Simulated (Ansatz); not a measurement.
Sn (beta-Sn type, space group I4_1/amd)

```
CELL_PARAMETERS angstrom
     -2.91651     2.91651     1.57919
      2.91651    -2.91651     1.57919
      2.91651     2.91651    -1.57919
ATOMIC_POSITIONS crystal
  Sn 0.75000 0.25000 0.50000
  Sn 0.00000 0.00000 0.00000
```

In each cell atom 1 (Sn, nearest neighbour Sn at 3.022 Å; its periodic images, 3.2 Å or more away, move with it) moves by s·(1.000, 0.000, 0.000) (along Cartesian x), the rest being held.

Level of theory: PBEsol (plane waves to 420 eV, PAW, scalar-relativistic; Ansatz, a first-principles code). k mesh 13×13×13 (Γ-centred), Fermi-Dirac smearing 0.05 eV. E stands for the smeared free energy. Compression counts positive. With partly filled bands, energies and forces of such displacements shift with the k mesh and the smearing. F∥ is the force on the atom along that direction. F⊥ is the part of the force across the line. Sn was relaxed with its symmetry unable to fall. ΔE is measured from the undisplaced structure.

| s (Å) | ΔE (meV/cell) | |F⊥| (eV/Å) | F∥ (eV/Å) | P (GPa) |
|---|---|---|---|---|
| -0.300 | 192 | 0.292 | 1.410 | 2.1 |
| -0.240 | 118 | 0.182 | 1.047 | 1.3 |
| -0.180 | 65 | 0.100 | 0.745 | 0.7 |
| -0.120 | 28 | 0.043 | 0.480 | 0.3 |
| -0.060 | 7 | 0.011 | 0.234 | 0.1 |
| 0.000 | 0 | 0.000 | 0.000 | 0.0 |
| 0.060 | 7 | 0.011 | -0.234 | 0.1 |
| 0.120 | 28 | 0.043 | -0.480 | 0.3 |
| 0.180 | 65 | 0.100 | -0.745 | 0.7 |
| 0.240 | 118 | 0.182 | -1.047 | 1.3 |
| 0.300 | 192 | 0.292 | -1.410 | 2.1 |

Read from the data:

- Energy at s = 0.300 Å: 192 meV/cell
- Force along the line at s = -0.300 Å: 1.41 eV/Å
- Symmetry of the curve: even: the same for both signs
- Shape of the curve: a single well with its minimum at or next to zero displacement
- Force constant k = d²E/ds² at s = 0 (finite differences): 3.86 eV/Å²
- Harmonic estimate at the end of the scan: ½ks² = 174 meV/cell against the computed 192 meV/cell, so the well is stiffer than harmonic there

(A displaced cell: forces are minus the slopes of the energy, force constants its curvatures, and phonons follow from these.)
